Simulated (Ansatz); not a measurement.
SrBiIO2:
Space group Cmcm (No. 63); a = 5.9053 Å, b = 13.7023 Å, c = 5.7648 Å, α = β = γ = 90.00°

```json
[
 {"atom": "Sr", "site": "4c", "symmetry": "m2m", "x": "0.0000", "y": "0.0930", "z": "0.2500"},
 {"atom": "Bi", "site": "4c", "symmetry": "m2m", "x": "0.0000", "y": "0.4270", "z": "0.2500"},
 {"atom": "I", "site": "4c", "symmetry": "m2m", "x": "0.0000", "y": "0.2442", "z": "0.7500"},
 {"atom": "O", "site": "8e", "symmetry": "2..", "x": "0.2700", "y": "0.0000", "z": "0.0000"}
]
```
(The calculation used a cell of 10 atoms; values per cell refer to that cell.)

Relaxed with r²SCAN. r²SCAN (plane waves, PAW; program Ansatz) gives a gap of 3.34 eV.

Task: What gap does HSE06 give on the same cell (Ansatz, PAW)?

Result: 3.86 eV, 0.52 eV more. The hybrid was solved on a coarser mesh and at special points; its gap is the smallest among all of these.

Cost on shared cores: the r²SCAN run (SCF on a 5×5×5 mesh, then bands and DOS) very roughly 8 core-minutes, the HSE06 run (SCF on 3×3×3, then a few points) very roughly 6 core-minutes; the tasks are unlike.

The first step of the workflow began from a Materials Project structure, measured or hypothetical; the Crystallography Open Database files this formula in space group No. 63, but the cells were not matched. Its standing as an ambient phase is unchecked. The r²SCAN relaxation kept the symmetry of its start; its stability against distortions is not shown here. Scalar-relativistic: spin–orbit coupling is off unless named, which matters more the heavier the elements.

Potentials: the later of the program's two PAW sets.
